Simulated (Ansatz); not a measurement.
The elements of this relaxed trial crystal are hidden behind letters.

```
lattice vectors (Å)
  -3.0172    3.0172    6.5901
   3.0172   -3.0172    6.5901
   3.0172    3.0172   -6.5901
fractional positions
X 0.0000 0.0000 0.0000
X 0.2500 0.7500 0.5000
X 0.9513 0.4513 0.5000
X 0.5487 0.0487 0.5000
Z 0.5000 0.5000 0.0000
Z 0.7500 0.2500 0.5000
```

These are results of DFT PBE, scalar-relativistic, plane waves, PAW (Ansatz), not measurements. Settings of the last relaxation (6-atom cell): 420 eV, 10×10×10 k points, Gaussian smearing of 0.10 eV, no spin polarisation.

| Quantity | Value |
| --- | --- |
| Space group | I-4m2 (No. 119) |
| Conventional cell | a = 6.034 Å, c = 13.180 Å |
| Volume per atom | 40.00 Å³ |
| Density | 2.20 g/cm³ |
| Formation energy | −0.31 eV/atom |
| Gap on the 10×10×10 mesh of the 6-atom cell | 0 eV (a metal) |

Energies are uncorrected and count from the elements' standard states at the same level.

Problem. X is an s-block element of period 4 and Z is a p-block element of period 4. Which elements are they?

Solution. X = Ca, Z = Se, so the formula is Ca2Se. Density times volume gives a mean mass of 2.20 × 40.00/1.6605 = 53.0 u per atom, and this set has 53.0 u. Among the elements that the hints allow, noble gases aside, only these give it. Ca on a site of symmetry -4m2 has 4 Ca at 3.08 Å, 8 Se at 4.27–4.47 Å and 4 Ca at 4.47 Å; Ca on a second site of symmetry -4m2 has 2 Ca at 3.94 Å, 8 Se at 4.27–4.47 Å and 4 Ca at 4.47 Å; Se on its first site has 4 Ca at 3.08 Å, 4 Ca at 4.27 Å, 4 Ca at 4.47 Å and 4 Se at 4.47 Å; 2 more sites not described.

A structure relaxed within its symmetry needn't be a true minimum.
